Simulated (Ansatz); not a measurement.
A geometry of TiC away from equilibrium: step 2 of the relaxation of a relaxed TiC cell displaced along its unstable phonon at q = (0, ½, 0) of its primitive reciprocal cell (183i cm⁻¹), largest move 0.15 Å. All values below come from PBE (plane waves to 420 eV, PAW, scalar-relativistic; Ansatz, an electronic-structure program). Γ-centred k-mesh 6×6×12 on the run's cell (coarser than for final values), Fermi–Dirac smearing 0.05 eV.

```xyz
8
Lattice="5.4262 0.0000 0.0000 0.0000 5.7441 0.0000 0.0000 0.0000 2.8196" Properties=species:S:1:pos:R:3:forces:R:3 pbc="T T T" free_energy=-11002.788 pressure_GPa=-0.4
C      0.1019     1.4360     1.2544    0.2447    0.0000   -0.2858
C     -0.1019     4.3081     1.5652   -0.2447    0.0000    0.2858
C      2.8150     1.4360     1.5652    0.2447    0.0000    0.2858
C      2.6112     4.3081     1.2544   -0.2447    0.0000   -0.2858
Ti     4.0697     0.0000     0.6855    0.0000    0.0000    0.0711
Ti     4.0697     2.8721     0.6855    0.0000    0.0000    0.0711
Ti     1.3566     0.0000     2.1340    0.0000    0.0000   -0.0711
Ti     1.3566     2.8721     2.1340    0.0000    0.0000   -0.0711
```

Positions in Å, forces in eV/Å, free energy of the cell in eV (comparable only within this code, potentials and settings). Largest force: 0.38 eV/Å, on C1, C2, C3, C4 (atoms numbered as listed); the geometry lies 0.35 eV/atom above the end of its relaxation.

No spin polarisation in the result.

The run could not lose the symmetry of its start: the end is stationary, and may be a saddle point rather than a minimum.

The end of the path is a generated cell of TiC: the first start was made by placing the elements on the sites of a structure type, and the end was not matched to a known phase here, so it may be hypothetical. Known forms of TiC include space group No. 225.
